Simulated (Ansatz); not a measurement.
WI2O2, one structure, two calculations

Cell: an entry of the Crystallography Open Database (COD), atoms as given.

```cif
data_structure
_symmetry_space_group_name_H-M 'P 1'
_symmetry_Int_Tables_number 1
_cell_length_a 8.7436
_cell_length_b 8.7436
_cell_length_c 8.7436
_cell_angle_alpha 155.245
_cell_angle_beta 154.194
_cell_angle_gamma 36.062
_cell_volume 121.70
loop_
_atom_site_label
_atom_site_type_symbol
_atom_site_fract_x
_atom_site_fract_y
_atom_site_fract_z
_atom_site_occupancy
W1 W 0.00000 0.00000 0.00000 1
I2 I 0.16072 0.16072 0.00000 1
I3 I 0.83928 0.83928 0.00000 1
O4 O 0.50000 0.00000 0.50000 1
O5 O 0.00000 0.50000 0.50000 1
```

Atom numbers follow the list; atoms alike are taken as one site, whose name carries the number of the first.

First run. Computed with Ansatz: DFT, PBE, plane waves and PAW, scalar-relativistic, 420 eV cutoff, Γ-centred 8×8×8 k-points, Fermi–Dirac smearing 0.02 eV.

```tsv
site	atom	V_zz (10²¹ V/m²)	η
W	1	45.5	0.85
I	2	24.7	0.24
O4	4	-4.59	0.17
O5	5	-2.74	0.75
```

Second run. The same atoms and settings, except that the mesh is 12×12×12 and the Fermi–Dirac smearing is 0.05 eV.

(1) Given the first result, estimate the second.

## Answers

(1) 

| site | atom | V_zz | η | change of V_zz |
| --- | --- | --- | --- | --- |
| W | 1 | 47.4 | 0.81 | +1.84 |
| I | 2 | 24.0 | 0.37 | -0.67 |
| O4 | 4 | -4.71 | 0.13 | -0.12 |
| O5 | 5 | -2.92 | 0.77 | -0.18 |

The largest change of V_zz is on W, from 45.5 to 47.4. In per cent, |V_zz| changes by +4 on W, -3 on I, +3 to +7 on O (all sites that start above 2).

At this cell the principal stresses reach 6 GPa in size with PBE, which can matter for small gradients. The largest force is 0.4 eV/Å, so the atoms aren't at the calculated equilibrium and relaxing them would move these values. Without spin–orbit coupling the gradients at and beside I and W can be off by some per cent, at some sites by more.
